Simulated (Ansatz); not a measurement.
## RbCaBr3: energy along a strain

RbCaBr3, Pm-3m, a = 5.737 Å (as given, not relaxed at this level: -2.4 GPa). The structure is a Materials Project entry; whether it is the stable form wasn't checked. Ansatz: LDA, PAW, 420 eV, Γ-centred 4×4×4 mesh on 5 atoms, Gaussian smearing 0.05 eV; no spin polarisation. Cell vectors (Å): 5.737 0.000 0.000; 0.000 5.737 0.000; 0.000 0.000 5.737. The cell is strained by x per cent times the pattern (0 0 0 0 0 1) in the order xx yy zz yz xz xy (engineering shears), with fractional coordinates held. y is the free energy over the start, V0 = 37.758 Å³/atom. Symmetry makes y even in x.

| x (%) | y (meV/atom) |
| --- | --- |
| -2.00 | ? |
| -1.00 | 0.06 |
| 0.00 | 0.00 |
| 0.25 | 0.01 |
| 0.50 | 0.02 |
| 0.75 | 0.04 |
| 1.25 | 0.10 |
| 1.50 | 0.14 |
| 1.75 | 0.19 |

Fit y = c2 x² + c4 x⁴ to the other rows, get the stiffness along the pattern, and predict the missing energy.

Least squares on the rows shown. y = 0.06528 x² − 0.001135 x⁴. The clamped-ion stiffness p·C·p = 2 × 0.6528 eV × 160.2 / 37.758 Å³ = 5.5 GPa, which is C66 in these axes (C44 of the cubic crystal) (second derivative at the start, which stands under stress). With a term in x⁶ added, the coefficient of x² becomes 0.07105, 9 % more, which shows how far this figure hangs on the form. At x = -2.00 the fit asked for gives 0.24 meV/atom. The run gave 0.24 meV/atom, the same to the digits shown.

Symmetry holds off the tilts and polar distortions that many cubic perovskites undergo.